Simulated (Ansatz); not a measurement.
Ga₂S₃:
```cif
data_Ga8S12
_chemical_formula_sum 'Ga8 S12'
_space_group_name_H-M_alt 'Cc'
_space_group_IT_number 9
_space_group_name_Hall 'C -2yc'
_cell_length_a 11.25360
_cell_length_b 6.45773
_cell_length_c 7.05982
_cell_angle_alpha 90.000
_cell_angle_beta 121.078
_cell_angle_gamma 90.000
loop_
_atom_site_label
_atom_site_type_symbol
_atom_site_symmetry_multiplicity
_atom_site_Wyckoff_symbol
_atom_site_fract_x
_atom_site_fract_y
_atom_site_fract_z
_atom_site_occupancy
Ga1 Ga 4 a 0.29691 0.56636 0.38052 1
Ga2 Ga 4 a 0.45593 0.09755 0.37068 1
S1 S 4 a 0.16002 0.41296 0.49745 1
S2 S 4 a 0.32717 0.08710 0.98796 1
S3 S 4 a 0.49897 0.58921 0.01437 1
```
(The calculation used a cell of 10 atoms; values per cell refer to that cell.)

Relaxed with r²SCAN. 

### Question
HSE06 on this cell (Ansatz, an electronic-structure program, PAW) gives a gap of 2.95 eV. What does r²SCAN give?

### Answer
2.33 eV.

Cost on shared cores: the r²SCAN run (SCF on a 5×5×5 mesh, then bands and DOS) very roughly 11 core-minutes, the HSE06 run (SCF on 3×3×3, then a few points) roughly 14 core-minutes; the tasks are unlike.

The workflow started from a Materials Project entry (that database holds measured and hypothetical structures alike); the Crystallography Open Database files this formula in space group No. 9, but the cells were not matched. Whether it is the stable phase at ambient conditions was not checked. The r²SCAN relaxation kept the symmetry of its start; whether a distortion lowers the energy is not shown. Scalar-relativistic: spin–orbit coupling is off unless named, which matters more the heavier the elements.

Potentials: the later of the program's two PAW sets.

Ansatz is a plane-wave DFT program.
